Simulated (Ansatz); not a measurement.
**MgRh (CsCl type): frozen-phonon scan**

MgRh (CsCl type)

```yaml
crystal:
  lattice:
    - [6.09456, 0.00000, 0.00000]
    - [0.00000, 3.04728, 0.00000]
    - [0.00000, 0.00000, 3.04728]
  atoms:
    - { symbol: Mg, position: [0.00000, 0.00000, 0.00000] }
    - { symbol: Mg, position: [0.50000, 0.00000, 0.00000] }
    - { symbol: Rh, position: [0.25000, 0.50000, 0.50000] }
    - { symbol: Rh, position: [0.75000, 0.50000, 0.50000] }
```

The atoms are displaced by Q × the pattern below (from a DFPT mode at X = (0.5, 0.0, 0.0), largest move 1; Q in Å), at fixed cell. (q is in reciprocal vectors of the primitive cell; the cell shown is doubled to hold the pattern.)

```tsv
atom	x	y	z
Rh3	1.000	0.000	0.000
Rh4	-1.000	0.000	0.000
```

Atoms not listed stay in place.

These are LDA (plane waves to 420 eV, PAW, scalar-relativistic; Ansatz, a program for electronic structure) values and carry that method's errors. k mesh 8×15×15 (Γ-centred), Fermi-Dirac smearing 0.05 eV. E stands for the smeared free energy. Stress and pressure are positive under compression. With partly filled bands, energies and forces of such displacements shift with the k mesh and the smearing. MgRh is run without spin polarisation. MgRh was relaxed with its symmetry unable to fall. ΔE is measured from the undisplaced structure.

| Q (Å) | ΔE (meV/cell) | −dE/dQ from forces (eV/Å) | P (GPa) |
|---|---|---|---|
| -0.100 | 85 | 1.753 | 1.0 |
| -0.083 | 59 | 1.439 | 0.7 |
| -0.067 | 37 | 1.136 | 0.5 |
| -0.050 | 21 | 0.843 | 0.3 |
| -0.033 | 9 | 0.558 | 0.1 |
| -0.017 | 2 | 0.278 | 0.0 |
| 0.000 | 0 | 0.000 | 0.0 |
| 0.017 | 2 | -0.278 | 0.0 |
| 0.033 | 9 | -0.558 | 0.1 |
| 0.050 | 21 | -0.843 | 0.3 |
| 0.067 | 37 | -1.136 | 0.5 |
| 0.083 | 59 | -1.439 | 0.7 |
| 0.100 | 85 | -1.753 | 1.0 |

Read from the data:

Energy at Q = 0.100 Å: 85 meV/cell
Space group of the distorted cell: P4/mmm (No. 123), lowered from Pm-3m
Symmetry of the curve: even: the same for both signs
Shape of the curve: a single well with its minimum at or next to zero displacement
Harmonic wavenumber from the curvature (finite differences): 148 cm⁻¹
Wavenumber by perturbation theory (DFPT, on another k mesh): 148 cm⁻¹

(A displaced cell: forces are minus the slopes of the energy, force constants its curvatures, and phonons follow from these.)
